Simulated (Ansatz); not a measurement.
# MoS2 under uniaxial strain: field gradients at the nuclei

Cell: a COD entry whose atoms were relaxed with PBE, the cell held.

```
CELL_PARAMETERS angstrom
3.14000 0.00000 0.00000
-1.57000 2.71932 0.00000
0.00000 0.00000 12.53000
ATOMIC_POSITIONS crystal
Mo 0.33333 0.66667 0.25000
Mo 0.66667 0.33333 0.75000
S 0.33333 0.66667 0.62446
S 0.66667 0.33333 0.12446
S 0.33333 0.66667 0.87554
S 0.66667 0.33333 0.37554
```

Sites (sets of like atoms) are named by element and the number of their first atom in this list.

Level of theory: DFT, PBE, plane waves and PAW, scalar-relativistic, collinear spin, 420 eV cutoff, Γ-centred 16×16×4 k-points, Fermi–Dirac smearing 0.02 eV (Ansatz 0.2.0). Start moments as typed (μB): 2 on each Mo, none on the rest.

The cell is stretched along z (the third Cartesian axis of the run's cell), x and y held, and the ions relax again each time.

```
strain along z (%)  Mo: V along z (10²¹ V/m²)  S: V along z (10²¹ V/m²)
                -3                      -7.32                     -5.08
                -2                          ?                         ?
                -1                      -7.20                     -5.15
                 0                      -7.15                     -5.18
                +1                      -7.12                     -5.20
                +2                      -7.09                     -5.23
                +3                      -7.07                     -5.25
```

Task: Estimate the row at -2 % from the others.

Result: Mo: -7.25; S: -5.12. Worked for Mo: a straight line through the other 6 rows has a slope of 0.041 × 10²¹ V/m² per per cent of strain and gives -7.25 at -2 %, against -7.25 from the run; over all rows the step per per cent runs from 0.070 at the compressed end to 0.018 at the stretched end, so the response isn't a straight line. Worked for S: a straight line through the other 6 rows has a slope of -0.028 × 10²¹ V/m² per per cent of strain and gives -5.12 at -2 %, against -5.12 from the run; the response is too small for these digits to tell its shape. For S-33 that is 0.047 MHz of C_Q per per cent.

Without spin–orbit coupling (the program notes it for Mo) the gradients can shift somewhat, as the gap is small. The start moments die out, and the run ends without spin.
